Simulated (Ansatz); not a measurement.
**Na: electron density at the nuclei under pressure**

```
Na
1.0
    -2.11750    2.11750    2.11750
     2.11750   -2.11750    2.11750
     2.11750    2.11750   -2.11750
Na
1
Direct
  0.00000 0.00000 0.00000
```

Structure: COD 9011002, as refined from experiment and not relaxed.

Method: DFT, PBEsol, all-electron PAW with datasets made for the crystal, scalar-relativistic in Ansatz 0.2.0.

Sampling and basis: a Γ-centred 12×12×12 k mesh, Fermi–Dirac smearing of 0.05 eV, cutoff 160 eV (chosen by the program for this cell), no spin polarisation.

The contact density is the mean electron density over the nuclear volume; its changes follow the s electrons' response to bonding and compression. Changes below are taken from the unscaled cell, where it is 5881.14 e/Å³ at Na.

```
V/V(cell)  P (GPa)  Δρ(0) Na (e/Å³)
   0.9400      0.1             0.16
   0.9405      0.1             0.16
   0.9600      0.0                ?
   0.9800     -0.2             0.05
   0.9900     -0.3             0.03
   1.0000     -0.3             0.00
   1.0100     -0.4            -0.02
   1.0200     -0.4            -0.04
   1.0400     -0.6                ?
   1.0600     -0.7                ?
```

Question: Fill in "Δρ(0) Na (e/Å³)" for the row "0.9600".

Answer: 0.10.

Question: Fill in "Δρ(0) Na (e/Å³)" for the row "1.0400".

Answer: -0.09.

Question: Fill in "Δρ(0) Na (e/Å³)" for the row "1.0600".

Answer: -0.13.

The datasets are made afresh for each cell, so very small changes are uncertain.
